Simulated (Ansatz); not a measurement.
Theory: Ansatz, DFT PBE, scalar-relativistic, plane waves, PAW. All cells share a 420 eV cutoff and Γ-centred k meshes spaced at most about 0.3 Å⁻¹ (about 0.25 or finer for metals, 2π included). Collinear spin in cells that started with moments and kept them past the coarse steps, no spin elsewhere.

All energies are static (0 K, no zero-point motion). All come from trial cells, and lower structures may exist.

Problem. These unrelaxed guesses for ZrHCl4 are each relaxed within their symmetry. Order them by the energy at which they end, lowest first.
1.

```cif
data_structure
_symmetry_space_group_name_H-M 'P4/mmm'
_symmetry_Int_Tables_number 123
_cell_length_a 4.1597
_cell_length_b 4.1597
_cell_length_c 7.3109
_cell_angle_alpha 90.000
_cell_angle_beta 90.000
_cell_angle_gamma 90.000
_cell_volume 126.50
loop_
_atom_site_label
_atom_site_type_symbol
_atom_site_symmetry_multiplicity
_atom_site_Wyckoff_symbol
_atom_site_fract_x
_atom_site_fract_y
_atom_site_fract_z
_atom_site_occupancy
Zr1 Zr 1 a 0.00000 0.00000 0.00000 1
H1 H 1 d 0.50000 0.50000 0.50000 1
Cl1 Cl 2 f 0.50000 0.00000 0.00000 1
Cl2 Cl 2 g 0.00000 0.00000 0.27370 1
```

2.

```cif
data_structure
_symmetry_space_group_name_H-M 'P4/mmm'
_symmetry_Int_Tables_number 123
_cell_length_a 4.8923
_cell_length_b 4.8923
_cell_length_c 6.9815
_cell_angle_alpha 90.000
_cell_angle_beta 90.000
_cell_angle_gamma 90.000
_cell_volume 167.10
loop_
_atom_site_label
_atom_site_type_symbol
_atom_site_symmetry_multiplicity
_atom_site_Wyckoff_symbol
_atom_site_fract_x
_atom_site_fract_y
_atom_site_fract_z
_atom_site_occupancy
Zr1 Zr 1 a 0.00000 0.00000 0.00000 1
H1 H 1 d 0.50000 0.50000 0.50000 1
Cl1 Cl 4 i 0.50000 0.00000 0.76288 1
```

3.

```cif
data_structure
_symmetry_space_group_name_H-M 'Cmmm'
_symmetry_Int_Tables_number 65
_cell_length_a 5.8316
_cell_length_b 10.3158
_cell_length_c 4.8064
_cell_angle_alpha 90.000
_cell_angle_beta 90.000
_cell_angle_gamma 90.000
_cell_volume 289.14
loop_
_atom_site_label
_atom_site_type_symbol
_atom_site_symmetry_multiplicity
_atom_site_Wyckoff_symbol
_atom_site_fract_x
_atom_site_fract_y
_atom_site_fract_z
_atom_site_occupancy
Zr1 Zr 2 b 0.50000 0.00000 0.00000 1
H1 H 2 d 0.00000 0.00000 0.50000 1
Cl1 Cl 4 i 0.50000 0.32772 0.00000 1
Cl2 Cl 4 f 0.25000 0.25000 0.50000 1
```

Solution. 1 (ends in P4/mmm, 0 meV/atom), 2 (ends in P4/mmm, 259 meV/atom), 3 (ends in Cmmm, 0.93 eV/atom).

No dispersion correction is applied, so the spacing and binding between layers, chains or molecules are poorly described (P4/mmm at 38.1 Å³/atom, Cmmm), and this can change margins and order among such cells. In P4/mmm at 20.7 Å³/atom an odd number of electrons in the primitive cell allows no gap without spin; a larger cell or a magnetic state could open one. H stands nearly free of neighbours here, and without spin polarisation the energy of such atoms comes out too high. With hydrogen, zero-point motion can shift such differences by 10 meV/atom or more. Another magnetic order may lie lower. Cells relaxed within their symmetry can be saddle points. Some candidate types were left out of the draw beforehand, so a known form may be missing.
